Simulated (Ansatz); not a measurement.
Ansatz input

```yaml
crystal:
  lattice:
    - [-2.7281542868, 2.7273813261, 1.1677761943]
    - [2.7273813261, -2.7281542868, 1.1677761943]
    - [1.5685375362, 1.5685375362, -1.1691918732]
  atoms:
    - { symbol: Mn, position: [0.9999986299, 1.3701e-06, 0.0], spin: 0.63 }
    - { symbol: Mn, position: [0.7500013701, 0.2499986299, 0.5], spin: 0.63 }
hamiltonian:
  xc: blyp
  pseudopotentials:
    kind: paw
    azcp:
      Mn: "pseudopotentials/Mn.paw.azcp"
basis:
  ecutwfc: 420
  fft_grid_basis: typed
kpoints:
  mp_grid: { grid: [17, 17, 15], shift: [0, 0, 0] }
magnetization:
  spin_polarized: true
scf:
  occupations: { method: fermi_dirac, width: 0.05 }
  lower_state_search: "off"
output:
  stress: true
```

Terminal output

```
Engine: ansatz 0.2.0, aarch64-unknown-linux-gnu
Pseudopotentials: kind: paw
Pseudopotential: Mn, paw, valence charge 15, recommended cutoff 420 eV (normal) 
Functional definition: BLYP
  parameter beta = 0.0042
  parameter a = 0.04918
  parameter b = 0.132
  parameter c = 0.2533
  parameter d = 0.349
  exchange = b88_x(beta = beta)
  correlation = lyp_c(a = a, b = b, c = c, d = d)
Crystal: 2 atoms, lattice volume = 19.981 Å³
Basis set: ecut = 420 eV, 381 PW (Γ), exchange–correlation on 54×54×36 points (8 copies of the dense FFT grid, shifted against one another)
Bands: 20, of which v1, the nominal top of the filled ones, is band 15 counted from 1 (14 counted from 0)
Symmetry: 4 space group operations
Space group: C2/c (ITA 15), of the structure as read, at distance tolerance 2.7e-5 Å
Magnetic group: BNS 15.85 (UNI 92), of the structure as read, at distance tolerance 2.7e-5 Å
k-points: 1152 of 4335
Non-local potential: Mn, projectors of the file, l = 0: 3, l = 1: 2, l = 2: 3, l = 3: 1
PAW form: soft (Blöchl's): semilocal exchange-correlation on the pseudo side does not see the compensation charge
PAW frozen core: Mn, regenerated for the run's functional, and the local potential with it (the file was generated under x = pbe(κ = 0.804, μ = 0.2195149727645171), c = pbe(β = 0.06672455060314922))
PAW one-centre angular grid: Mn, 590 points (default); XC on 64 Gauss nodes
Initial density: superposition of atomic densities (chi_scale 0.1, normalization cell)
Starting moments: Σ|m| = 1.26 μB on 2 of 2 sites
Initial wavefunctions: pseudopotential atomic-orbital guess
Functional: x = b88, c = lyp
SCF iter   1: F=—  HF=-7811.982191 eV  |F-HF|=—  |Δ(HF+E_count)|=         —  Δρ=6.88e-2 (↑6.88e-2 ↓3.98e-2)  dr2=1.37e0  dr2_m=7.57e-2  M=0.854 μB ∫|m|=0.856 μB  β_m=0.30  ethr=3.10e-3  ⟨swp⟩=3.3  Hψ=166177  notcnv=0
SCF iter   2: F=—  HF=-7811.642311 eV  |F-HF|=—  |Δ(HF+E_count)|=   3.40e-1  Δρ=3.48e-2 (↑3.48e-2 ↓1.92e-2)  dr2=2.79e-1  dr2_m=4.08e-2  M=0.833 μB ∫|m|=0.838 μB  β_m=0.30  ethr=3.10e-3  ⟨swp⟩=2.5  Hψ=78526  notcnv=0  defer=96
SCF iter   3: F=—  HF=-7811.551390 eV  |F-HF|=—  |Δ(HF+E_count)|=   9.09e-2  Δρ=1.50e-2 (↑1.18e-2 ↓1.50e-2)  dr2=1.35e-2  dr2_m=2.28e-2  M=0.817 μB ∫|m|=0.823 μB  β_m=0.30  ethr=9.30e-4  ⟨swp⟩=2.0  Hψ=72189  notcnv=0  defer=96
...
iter 22 did not close the SCF: its close was put off for a magnetic moment that had not settled (scf_convergence_deferred on its scf_iter line)
SCF iter  22: F=-7811.577185 eV  HF=-7811.577185 eV  |F-HF|=3.91e-10  |Δ(HF+E_count)|=   2.48e-9  Δρ=1.36e-6 (↑1.36e-6 ↓9.70e-7)  dr2=6.85e-10  dr2_m=1.61e-10  M=0.000 μB ∫|m|=0.000 μB  β_m=0.77  ethr=3.58e-11  ⟨swp⟩=2.0  Hψ=145454  notcnv=0
iter 23 did not close the SCF: its close was put off for a magnetic moment that had not settled (scf_convergence_deferred on its scf_iter line)
SCF iter  23: F=-7811.577185 eV  HF=-7811.577185 eV  |F-HF|=3.00e-11  |Δ(HF+E_count)|=  1.15e-10  Δρ=7.50e-7 (↑4.16e-7 ↓7.50e-7)  dr2=6.85e-11  dr2_m=3.16e-11  M=0.000 μB ∫|m|=0.000 μB  β_m=0.74  ethr=2.28e-12  ⟨swp⟩=1.6  Hψ=119818  notcnv=0
SCF iter  24: F=-7811.577185 eV  HF=-7811.577185 eV  |F-HF|=1.82e-12  |Δ(HF+E_count)|=  4.55e-12  Δρ=3.23e-7 (↑3.23e-7 ↓2.67e-7)  dr2=1.05e-11  dr2_m=1.29e-11  M=-0.000 μB ∫|m|=0.000 μB  ethr=1.00e-12  ⟨swp⟩=1.1  Hψ=126906  notcnv=0
WARN: the starting moments were not kept: the SCF closed with an absolute magnetisation of 3.2e-5 μB, where they sum to 1.26 μB in size (2 sites). That is at most 0.1 of that sum. Measured as dr2_m measures the in/out step, that magnetisation stands 7.9e-10 eV from none, at or under the dr2_threshold of 1.0e-7 eV: it is no larger than a step whose dr2_m would equal this threshold. The system may hold no moment; this SCF shows only that its start led to no more than that. To try another start: raise the starting moments (crystal.atoms[].spin, magnetization.per_species, magnetization.initial_magnetization, or on a non-collinear deck that types none of these the spinor_matrix: blocks that start its atoms; where the total moment is fixed, keep their sum and leave initial_magnetization as it is; typed ones take the place of any that the run laid by itself, positive ones on a crystal's lanthanoids without a Hubbard term where scf.initial_density.shell_occupations: [] is typed) or, if the notice of its spin-set hold's release reads "site moments contracting" or "site moments show no strong build", lengthen the hold (scf.mixing.spin_hold: { on: { confirm: 4 } }; for m-r²SCAN on two components see the key's manual first). Each may lead to a state that holds a moment. A second SCF, from the converged charge density, with the starting moments and any scf.initial_density.shell_occupations laid on it anew, would have followed, and was not run: the deck does not ask for one (magnetization.retry_lost_moments is false, the default). To let it run, set magnetization.retry_lost_moments: true and run the deck again, where that key's refused combinations let it; where memory then withholds it, that run's warning says so.
SCF 1 converged in 24 iterations: F = -7811.577185 eV  dr2 = 1.05e-11
SCF converged after 24 iterations
Magnetization: -0.0000 μB (15.0000 up, 15.0000 down)
Absolute magnetization: 0.0000 μB (∫|ρ↑−ρ↓|, with the PAW one-centre terms)
Spin contamination: 0.0000 ħ² per cell (⟨S²⟩ above its minimum at these occupations)
Per-site moments (μB) at R_I (Å): [(-1.5417165470099497e-5, 0.9487035706151302), (-1.541716547011693e-5, 0.9487035706151302)]
Free energy (F): -7811.577185 eV
Harris-Foulkes:  -7811.577185 eV  (|F-HF|=1.82e-12)
Internal energy: -7811.547835 eV  (E = F + TS)
E sigma→0 (E₀):  -7811.562510 eV
Entropy (-TS):   -0.029350 eV (-14.675 meV/atom)
Fermi energy:    22.838591 eV
--- Per-component energies (eV) ---
  E_band       = -246.700461
  E_kinetic    = 624.035290
  E_local      = -2991.250647  (includes V_loc(G=0)·N_el)
  E_nonlocal   = 473.670351
  E_hartree    = 1263.544592
  E_xc         = -229.612156
  E_vxc        = -293.779837  (∫ρ·V_xc dr)
  E_paw        = -2613.309707  (= ΣΔE_a)
  E_vpaw       = -586.464603  (= ΣTr[D̂ρ^β])
  E_aug_tail   = -0.000019  (compensation charges beyond the density's cutoff)
  E_ewald      = -4338.650304
  E_core_change = 0.024765  (= ΣΔE_core)
  E_smearing   = -0.029350  (= −TS)
  E_closure    = 0.000000  (closes the sum)
  Σ components = -7811.577185   (vs F -7811.577185, Δ=0.00e0)
--- Stress (GPa, compression-positive) ---
       38.917788      -2.782652       0.076378
       -2.782652      38.917788       0.076378
        0.076378       0.076378      36.852652
  P = ⅓ Tr σ = 38.2294 GPa (382.294 kbar)
```
